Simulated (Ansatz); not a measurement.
## Au (Fm-3m) under several functionals

**Experimental background.**

From “Mechanisms for carbon adsorption on Au(110)-(2*1): A work function analysis”, 2018, arxiv:1805.06931, for a bulk crystal of Au at 298 K: lattice constant a 4.078 Å.

Plane-wave DFT in Ansatz with scalar-relativistic PAW potentials. The same structure was relaxed (cell and atoms, symmetry kept) in separate runs at each level. No spin polarisation.

```tsv
level	cutoff (eV)	k mesh	V (Å³/atom)	a (Å)
LDA	420	18×18×18	16.587	4.048
PBE+D3(BJ)	420	18×18×18	17.271	4.103
r2SCAN	500	18×18×18	17.536	4.124
PBE	420	18×18×18	17.973	4.158
```

**Question.** Where does PBEsol (420 eV, k mesh 18×18×18) fall?

**Answer.** V (Å³/atom) 17.028, a (Å) 4.084. Its volume is between those of LDA and PBE+D3(BJ). The usual order of volumes, LDA < PBEsol < PBE, holds here (16.587, 17.028, 17.973 Å³/atom). As a rule LDA overbinds; PBEsol, built on the gradient expansion of slowly varying densities, lies between LDA and PBE; PBE's stronger gradient term for exchange weakens bonds. Adding D3 to PBE changes the volume by -3.9 %; the term is attractive, so it pulls cells in. In metals the pairwise form ignores screening by the conduction electrons and often pulls in too far. r2SCAN lies 2.4 % under PBE in volume.

For PBE: Measured lattice constant a of Au: 4.078 Å (298 K; quoted in “Mechanisms for carbon adsorption on Au(110)-(2*1): A work function analysis”, 2018, arxiv:1805.06931). This calculation gives 4.158 Å (+2.0 %). The calculations are for 0 K without zero-point motion.

Spin-orbit coupling is left out, which matters for the bands of heavy elements.